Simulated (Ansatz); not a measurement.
Cd (hcp, Mg type)

```
Cd
1.0
    2.96206     0.00000     0.00000
   -1.48103     2.56522     0.00000
    0.00000     0.00000     5.80108
Cd
2
Direct
  0.33333   0.66667   0.75000
  0.66667   0.33333   0.25000
```

All values below come from r2SCAN (plane waves to 500 eV, PAW, scalar-relativistic; Ansatz, a program for electronic structure). DFPT wavenumbers on a 18×18×8 k mesh, in cm⁻¹ and rounded to 5; i marks imaginary ones, q is in fractions of the reciprocal vectors of the cell shown, and the three acoustic modes at Γ are left out. Cd was relaxed with its symmetry unable to fall. The PAW data are Ansatz's earlier set.

Question: Is the structure dynamically stable at Γ, M = (0.5, 0.0, 0.0), A = (0.0, 0.0, 0.5), L = (0.5, 0.0, 0.5)?

Answer: No imaginary mode at these points (lowest 25 cm⁻¹ at L = (0.5, 0.0, 0.5)); other wave vectors were not tested.

Question: List the wavenumbers at Γ, M = (0.5, 0.0, 0.0), A = (0.0, 0.0, 0.5), L = (0.5, 0.0, 0.5), with degeneracies.

Answer: 
```
q                            wavenumbers (cm⁻¹)
-------------------  --------------------------
Γ                                   35 (×2), 80
M = (0.5, 0.0, 0.0)    35, 35, 75, 80, 150, 155
A = (0.0, 0.0, 0.5)            30 (×4), 55 (×2)
L = (0.5, 0.0, 0.5)  25 (×2), 75 (×2), 155 (×2)
```
